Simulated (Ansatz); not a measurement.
Calculated Bi-209 nuclear quadrupole resonance for Bi2Se3

Cell: a structure deposited in the COD, ions relaxed with PBE at fixed cell.

```
Bi Se
1.0
     1.96496    1.13447    9.14266
    -1.96496    1.13447    9.14266
     0.00000   -2.26894    9.14266
Bi Se
2 3
Direct
  0.59732 0.59732 0.59732
  0.40268 0.40268 0.40268
  0.79544 0.79544 0.79544
  0.20456 0.20456 0.20456
  0.00000 0.00000 0.00000
```

Atom numbers follow the list; atoms alike are taken as one site, whose name carries the number of the first.

Level of theory: DFT, r2SCAN, plane waves and PAW, scalar-relativistic, 500 eV cutoff, Γ-centred 14×14×14 k-points, Fermi–Dirac smearing 0.05 eV (Ansatz 0.2.0).

Bi-209: I = 9/2, Q = -516.0 mb (year-2017 value). Static lattice, zero field.

(1) Predict the zero-field Bi-209 lines of each site.

Answers

(1) For I = 9/2 and η = 0 the lines are |C_Q|/24 times 1, 2, 3 and 4; η shifts the lowest up most.

```tsv
site	atoms	V_zz (10²¹ V/m²)	C_Q (MHz)	η	line frequencies (MHz)
Bi	1, 2	3.01	-37.6	0.00	1.57, 3.13, 4.70, 6.27
```

An axis of threefold or higher order runs through Bi, so V_zz lies along it and η is zero.

At this cell the r2SCAN pressure is 11 GPa, so with r2SCAN the cell would grow if it were relaxed. The entry's cell may itself be off. The largest force is 0.4 eV/Å, so the atoms aren't at the calculated equilibrium and relaxing them would move these values. Spin–orbit coupling is left out, which shifts gradients on Bi by a few per cent in wide-gap crystals, and can shift them far more where the calculated gap is small or absent, as here. Newer work puts Q(²⁰⁹Bi) near −420 mb, which would lower these couplings by about a fifth. With a gap of 0.25 eV under a smearing of 0.05 eV the band edges are partly filled, so small gradients can hang on the smearing and the k-mesh.
